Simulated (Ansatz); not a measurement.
A geometry of Si$_{2}$W away from equilibrium: the start of the relaxation of a relaxed Si2W cell displaced along its unstable phonon at q = (0, 0, ½) of its primitive reciprocal cell (64i cm⁻¹), largest move 0.15 Å. Level of theory: r2SCAN (plane waves to 500 eV, PAW, scalar-relativistic; Ansatz, an electronic-structure program). Γ-centred k-mesh 9×9×6 on the run's cell (coarser than for final values), Fermi–Dirac smearing 0.05 eV.

```xyz
6
Lattice="4.3438 0.0000 0.0000 -2.1719 3.7618 0.0000 0.0000 0.0000 5.2390" Properties=species:S:1:pos:R:3 pbc="T T T"
W      0.0000     0.0000     2.3435
W      0.0000     0.0000     4.9630
Si     2.1719     1.2539     1.4270
Si     2.1719     1.2539     4.3466
Si     0.0000     2.5079     1.7270
Si     0.0000     2.5079     4.0466
```

Question: Give the Cartesian forces on all atoms (eV/Å).

Answer: 
```csv
atom,Fx,Fy,Fz
W1,0.00,0.00,-0.09
W2,0.00,0.00,-0.09
Si3,0.00,0.00,0.66
Si4,0.00,0.00,-0.56
Si5,0.00,0.00,-0.56
Si6,0.00,0.00,0.66
```

Question: What is the pressure?

Answer: +3.0 GPa, compression positive.

No spin polarisation in the result.

The run could not lose the symmetry of its start: the end is stationary, and may be a saddle point rather than a minimum.

The end of the path is a generated cell of Si2W: the first start was made by placing the elements on the sites of a structure type, and the end was not matched to a known phase here, so it may be hypothetical. Known forms of Si2W include space group No. 139.
